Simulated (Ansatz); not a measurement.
Mg$_{2}$TeS:
```
CELL_PARAMETERS angstrom
      2.12818     1.22870     7.02259
     -2.12818     1.22870     7.02259
      0.00000    -2.45741     7.02259
ATOMIC_POSITIONS crystal
  Mg 0.99054 0.99054 0.99054
  Mg 0.51049 0.51049 0.51049
  Te 0.12246 0.12246 0.12246
  S  0.62648 0.62648 0.62648
```

Cartesian axes are those of the cell as given.

### Question
Give the proper piezoelectric stress tensor with relaxed ions from PBEsol (plane waves, PAW; program Ansatz).

### Answer
In C/m², rows x, y, z, Voigt columns; mesh uncertainty up to 0.01.
```
 0.00   0.00   0.00   0.00  -0.10   0.14
 0.14  -0.14   0.00  -0.10   0.00   0.00
-0.07  -0.07   0.32   0.00   0.00   0.00
```

The elastic tensor of the same run (GPa):

```
      1     2     3     4     5     6
-  ----  ----  ----  ----  ----  ----
1  67.7  32.7  29.4  -5.9   0.0   0.0
2  32.7  67.7  29.4   5.9   0.0   0.0
3  29.4  29.4  75.2   0.0   0.0   0.0
4  -5.9   5.9   0.0  11.4   0.0   0.0
5   0.0   0.0   0.0   0.0  11.4  -5.9
6   0.0   0.0   0.0   0.0  -5.9  17.5
```

### Question
Convert to strain constants d = e·S.

### Answer
In pC/N:
```
 0.0   0.0   0.0   0.0  -6.0   6.0
 3.0  -3.0   0.0  -6.0   0.0   0.0
-2.5  -2.5   6.2   0.0   0.0   0.0
```

Space group R3m. The first step of the workflow began from a Materials Project structure, measured or hypothetical; the Crystallography Open Database copy checked does not list it. Whether it is the stable phase at ambient conditions was not checked. The cell was relaxed with PBEsol under the symmetry of its start; its stability against distortions is not shown here. Spin–orbit coupling is left out wherever it is not named.

Potentials: the later of the program's two PAW sets.
